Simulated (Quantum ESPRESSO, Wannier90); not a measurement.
Te (C2/m): Wannier90 run

```yaml
crystal:
  lattice:
    - [3.82029, -2.14820, 0.00000]
    - [3.82029, 2.14820, 0.00000]
    - [-0.09429, 0.00000, 5.97609]
  atoms:
    - { symbol: Te, position: [0.69055, 0.69055, 0.66119] }
    - { symbol: Te, position: [0.30945, 0.30945, 0.33881] }
    - { symbol: Te, position: [0.00000, 0.00000, 0.00000] }
```

Materials Project entry mp-570459; symmetrised, unrelaxed at this level. Not found in the COD (Crystallography Open Database) copy used, which has the formula in other groups; not checked further. Level: LDA, no spin polarisation, no spin-orbit coupling; pw.x of Quantum ESPRESSO at 66 Ry with PseudoDojo potentials, 8×8×6 k-points, Wannier90. Density: 8×8×6 mesh, cold smearing 0.01 Ry. Spin-orbit coupling is left out although heavy elements are present.

Base run: 12 functions from bands 16-36 of the 36 computed, start hydrogen-like Te: s;p, centres 0.05 Å off the atoms, frozen window up to 1.50 eV relative to the Fermi level, outer window open. One thing is changed at a time; window edges are relative to the Fermi level. The misfit compares interpolated bands with pw.x on a high-symmetry path, for states up to 1.0 eV relative to the Fermi level. Converged means that the tolerances were met: symmetric starts can stop on a saddle, which shows as a larger Ω_OD at equal Ω_I and can move the misfit too.

| setting | functions | frozen to (eV) | Ω_I (Å²) | Ω_D (Å²) | Ω_OD (Å²) | rms misfit (meV) | worst (meV) | ended |
|---|---|---|---|---|---|---|---|---|
| base | 12 | 1.50 | 18.17 | 0.01 | 3.81 | 1.8 | 24 | converged |

### Question
Starting from this base row, predict which settings stop with an error, and how Ω_I and the misfit move in the others: frozen window to 3.50 eV; frozen window to 3.05 eV; outer window to 5.28 eV; outer window to 2.28 eV.

### Answer
| setting | functions | frozen to (eV) | Ω_I (Å²) | Ω_D (Å²) | Ω_OD (Å²) | rms misfit (meV) | worst (meV) | ended |
|---|---|---|---|---|---|---|---|---|
| frozen window to 3.50 eV | 12 | 3.50 | – | – | – | – | – | stops: too many frozen states |
| frozen window to 3.05 eV | 12 | 3.05 | – | – | – | – | – | stops: too many frozen states |
| outer window to 5.28 eV | 12 | 1.50 | 18.55 | 0.01 | 3.83 | 0.9 | 10 | converged |
| outer window to 2.28 eV | 12 | 1.50 | – | – | – | – | – | stops: too few bands in the window |

Runs of this sweep that didn't settle are not listed.
